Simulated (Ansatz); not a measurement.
Ansatz input

```yaml
crystal:
  lattice:
    - [-3.4792150242, 3.4790886327, 1.8980171184]
    - [3.4790886327, -3.4792150242, 1.8980171184]
    - [3.4839367838, 3.4839367838, -1.8982486046]
  atoms:
    - { symbol: Ba, position: [0.9999764408, 2.35592e-05, 1.0] }
    - { symbol: Ba, position: [0.7500235592, 0.2499764408, 0.5] }
hamiltonian:
  xc: lda
  pseudopotentials:
    kind: paw
    azcp:
      Ba: "pseudopotentials/Ba.paw.azcp"
basis:
  ecutwfc: 420
  fft_grid_basis: typed
kpoints:
  mp_grid: { grid: [10, 10, 7], shift: [0, 0, 0] }
magnetization:
  spin_polarized: false
scf:
  occupations: { method: fermi_dirac, width: 0.1 }
  lower_state_search: "off"
output:
  stress: true
```

Terminal output

```
Warning: the record states the generating functional pbe (its physics header spells it `PBE`), which answers neither for hamiltonian.xc's functional nor for the lda family's — results may be inconsistent (PPs are generated against a specific XC)
Engine: ansatz 0.2.0, x86_64-unknown-linux-gnu
Pseudopotentials: kind: paw
Pseudopotential: Ba, paw, valence charge 10, recommended cutoff 420 eV (normal) 
Functional definition: SPW92
  exchange = slater_x
  correlation = pw_c
Crystal: 2 atoms, lattice volume = 92.023 Å³
Basis set: ecut = 420 eV, 1787 PW (Γ)
Bands: 14, of which v1, the nominal top of the filled ones, is band 10 counted from 1 (9 counted from 0)
Symmetry: 4 space group operations
Space group: C2/c (ITA 15), of the structure as read, at distance tolerance 4.5e-5 Å
k-points: 196 of 700
Non-local potential: Ba, projectors of the file, l = 0: 3, l = 1: 2, l = 2: 2, l = 3: 2
PAW form: soft (Blöchl's): semilocal exchange-correlation on the pseudo side does not see the compensation charge
PAW frozen core: Ba, regenerated for the run's functional, and the local potential with it (the file was generated under x = pbe(κ = 0.804, μ = 0.2195149727645171), c = pbe(β = 0.06672455060314922))
PAW one-centre angular grid: Ba, 194 points (default); XC on 64 Gauss nodes
Initial density: superposition of atomic densities (neutral atoms: chi_scale 0, normalization atom), corrected by the library's trained network
Initial wavefunctions: pseudopotential atomic-orbital guess
Functional: x = slater, c = lda
SCF iter   1: F=—  HF=-11558.898243 eV  |F-HF|=—  |Δ(HF+E_count)|=         —  Δρ=3.46e-3  dr2=1.08e-2  ethr=1.77e-3  ⟨swp⟩=6.3  Hψ=17723  notcnv=0
SCF iter   2: F=—  HF=-11558.896056 eV  |F-HF|=—  |Δ(HF+E_count)|=   2.19e-3  Δρ=1.88e-3  dr2=3.80e-3  ethr=5.39e-5  ⟨swp⟩=2.2  Hψ=5798  notcnv=0
SCF iter   3: F=—  HF=-11558.895374 eV  |F-HF|=—  |Δ(HF+E_count)|=   6.82e-4  Δρ=4.13e-4  dr2=2.54e-4  ethr=1.90e-5  ⟨swp⟩=1.8  Hψ=3872  notcnv=0
SCF iter   4: F=—  HF=-11558.895350 eV  |F-HF|=—  |Δ(HF+E_count)|=   2.37e-5  Δρ=1.11e-4  dr2=1.19e-5  ethr=1.27e-6  ⟨swp⟩=2.1  Hψ=4320  notcnv=0
SCF iter   5: F=—  HF=-11558.895350 eV  |F-HF|=—  |Δ(HF+E_count)|=   4.75e-7  Δρ=1.55e-5  dr2=2.43e-7  ethr=5.94e-8  ⟨swp⟩=1.1  Hψ=2936  notcnv=0
SCF iter   6: F=-11558.895350 eV  HF=-11558.895350 eV  |F-HF|=6.24e-9  |Δ(HF+E_count)|=   3.24e-8  Δρ=3.51e-6  dr2=1.39e-8  ethr=5.00e-10  ⟨swp⟩=4.9  Hψ=10800  notcnv=0
SCF 1 converged in 6 iterations: F = -11558.895350 eV  dr2 = 1.39e-8
SCF converged after 6 iterations
Free energy (F): -11558.895350 eV
Harris-Foulkes:  -11558.895350 eV  (|F-HF|=6.24e-9)
Internal energy: -11558.827219 eV  (E = F + TS)
E sigma→0 (E₀):  -11558.861284 eV
Entropy (-TS):   -0.068130 eV (-34.065 meV/atom)
Fermi energy:    8.254014 eV
--- Per-component energies (eV) ---
  E_band       = -116.835938
  E_kinetic    = 338.497869
  E_local      = -615.295666  (includes V_loc(G=0)·N_el)
  E_nonlocal   = 121.317028
  E_hartree    = 193.696115
  E_xc         = -333.248266
  E_vxc        = -271.189794  (∫ρ·V_xc dr)
  E_paw        = -10115.770773  (= ΣΔE_a)
  E_vpaw       = -77.556371  (= ΣTr[D̂ρ^β])
  E_aug_tail   = -0.000005  (compensation charges beyond the density's cutoff)
  E_ewald      = -1148.588553
  E_core_change = 0.565031  (= ΣΔE_core)
  E_smearing   = -0.068130  (= −TS)
  E_closure    = -0.000000  (closes the sum)
  Σ components = -11558.895350   (vs F -11558.895350, Δ=0.00e0)
--- Stress (GPa, compression-positive) ---
        0.857937      -0.000388      -0.000683
       -0.000388       0.857937      -0.000683
       -0.000683      -0.000683       1.041757
  P = ⅓ Tr σ = 0.9192 GPa (9.192 kbar)
```
